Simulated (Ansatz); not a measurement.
BaTiO3 (tetragonal-perovskite type, space group P4mm)

```
CELL_PARAMETERS angstrom
      3.95547     0.00000     0.00000
      0.00000     3.95547     0.00000
      0.00000     0.00000     4.04610
ATOMIC_POSITIONS crystal
  Ti 0.50000 0.50000 0.44711
  Ba 0.00000 0.00000 0.93192
  O  0.50000 0.50000 0.90181
  O  0.50000 0.00000 0.41258
  O  0.00000 0.50000 0.41258
```

Grid over V/V₀ and (c/a)/(c/a)₀, subscript 0 meaning the relaxed cell; the conventional c axis lies along z; no internal relaxation.

Computed with PBEsol (plane waves to 420 eV, PAW, scalar-relativistic; Ansatz, an electronic-structure program). k mesh 8×8×8 (Γ-centred), Fermi-Dirac smearing 0.05 eV. Compression counts positive. As the atoms are clamped, bonds stretch with the cell, which overstates energies and stresses. BaTiO3 is run without spin polarisation. BaTiO3 was relaxed with its symmetry unable to fall. The PAW data are Ansatz's earlier set.

At one point of the scan the stress tensor (GPa) is:

```
    7.9      0.0      0.0
    0.0      7.9      0.0
    0.0      0.0      7.8
```

### Question
Which point is it?
A. V/V₀ = 0.920, (c/a)/(c/a)₀ = 1.000
B. V/V₀ = 1.000, (c/a)/(c/a)₀ = 0.960
C. V/V₀ = 0.960, (c/a)/(c/a)₀ = 1.000
D. V/V₀ = 0.960, (c/a)/(c/a)₀ = 0.960

### Answer
C, V/V₀ = 0.960, (c/a)/(c/a)₀ = 1.000

(A scan under strain: stresses follow from slopes of the energy per volume, elastic moduli from its curvatures.)
